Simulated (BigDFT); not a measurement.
BigDFT run on the molecule Cl₄H₃NSi₂: self-consistent single point.

All values come from this method and carry its errors: PBE, Daubechies wavelet basis, HGH (Krack) norm-conserving potentials made for PBE, isolated boundary conditions run with BigDFT.

SMILES: Cl[SiH2]N[Si](Cl)(Cl)Cl
```xyz
10

Si     1.4480    -0.2669     0.5811
Cl     2.5414     0.6490    -0.8835
N     -0.0994    -0.6322    -0.0122
Si    -1.4361     0.4099    -0.4103
Cl    -2.4983    -0.5418    -1.7982
Cl    -2.5152     0.7164     1.2053
Cl    -0.6869     2.1496    -1.0940
H      1.3773     0.6661     1.7089
H      2.0537    -1.5652     0.8865
H     -0.2956    -1.6192    -0.0445
```

Reference input (self-consistent single point, DFT, PBE, Daubechies wavelet basis, HGH (Krack) norm-conserving potentials made for PBE, isolated boundary conditions): basis = Daubechies wavelets; dft.hgrids = 0.33 bohr; dft.rmult = 5 8; dft.ixc = PBE; potentials = built-in HGH-K PBE; boundary_conditions = free; dft.gnrm_cv = 1e-04; dft.itermax = 80; dft.idsx = 6; dft.nrepmax = 3. This run's input differs from it in these lines:

```diff
@@ -2,4 +2,4 @@
 dft:
-  hgrids: 0.33
-  rmult: [5, 8]
+  hgrids: 0.429
+  rmult: [4, 6]
   ixc: PBE
```

The program printed (abridged):

```
  #------------------------------------------------------------------- Self-Consistent Cycle
 Ground State Optimization:
 - Hamiltonian Optimization: &itrp001
   - Subspace Optimization: &itrep001-01
       Wavefunctions Iterations:
 iter:  1, EKS: -7.88929182820602080E+01, gnrm:  2.49E-01, D:  2.76E-01,
 iter:  2, EKS: -7.95985849734401825E+01, gnrm:  8.52E-02, D: -7.06E-01,
 iter:  3, EKS: -7.96868914735202054E+01, gnrm:  3.78E-02, D: -8.83E-02,
 iter:  4, EKS: -7.97163135234769982E+01, gnrm:  1.84E-02, D: -2.94E-02,
 iter:  5, EKS: -7.97228908807291532E+01, gnrm:  8.33E-03, D: -6.58E-03,
 iter:  6, EKS: -7.97245252459023277E+01, gnrm:  3.18E-03, D: -1.63E-03,
 iter:  7, EKS: -7.97247577073220839E+01, gnrm:  1.56E-03, D: -2.32E-04,
 iter:  8, EKS: -7.97248012858633643E+01, gnrm:  7.48E-04, D: -4.36E-05,
 iter:  9, EKS: -7.97248130127034358E+01, gnrm:  3.27E-04, D: -1.17E-05,
 iter:  10, EKS: -7.97248153406982851E+01, gnrm:  1.44E-04, D: -2.33E-06,
 iter:  11, EKS: -7.97248158334445947E+01, gnrm:  6.45E-05, D: -4.93E-07,
       -  &FINAL001  { #---------------------------------------------------------- iter: 12
 iter:  12, EKS: -7.97248159463654531E+01, gnrm:  6.45E-05, D: -1.13E-07,  #FINAL
        #Eigenvalues and New Occupation Numbers
       Orbitals: [
   [... 19 lines left out ...]
 Last Iteration                        : *FINAL001
  #---------------------------------------------------------------------- Forces Calculation
 Total electronic charge               :  43.999999559741
 Electric Dipole Moment (AU):
   P vector                            :  [ -3.112854E-01, -4.710814E-01,  1.948031E-01 ]
   norm(P)                             :  5.97297684E-01
 Electric Dipole Moment (Debye):
   P vector                            :  [ -7.912085E-01, -1.197369E+00,  4.951401E-01 ]
   norm(P)                             :  1.51817914E+00
 BigDFT infocode                       :  0
   [... lines left out ...]
 -  {Cl: [-2.915326575213E-03, -5.489262540753E-04,  1.004072770444E-03]} # 0007
 -  {H: [ 1.750567705256E-03,  4.658803196341E-03,  3.779779582015E-03]} # 0008
 -  {H: [ 4.779643749229E-03, -3.110751841118E-03,  2.356475597551E-03]} # 0009
 -  {H: [-4.862047629538E-03, -8.817262258834E-03, -3.466517581354E-03]} # 0010
 Energy (Hartree)                      : -7.97248159463654531E+01
 Force Norm (Hartree/Bohr)             :  5.31295800613666297E-02
```

The run converged in 12 iterations. Against the reference run the free energy rises by 108 meV/atom and the largest force goes from 2.136 to 1.988 eV/Å.

The grid can part forces that symmetry would make equal. Forces above 1 eV/Å remain at this geometry. This run is one point of a test of settings, so its values need not be converged; read them against the reference run alone. The geometry comes from a cheaper method or was typed, in some cases with atoms then moved at random; it is not relaxed at this level, and the species need not be a known compound.

Cost on one core: about 40 core-seconds (a rough figure).
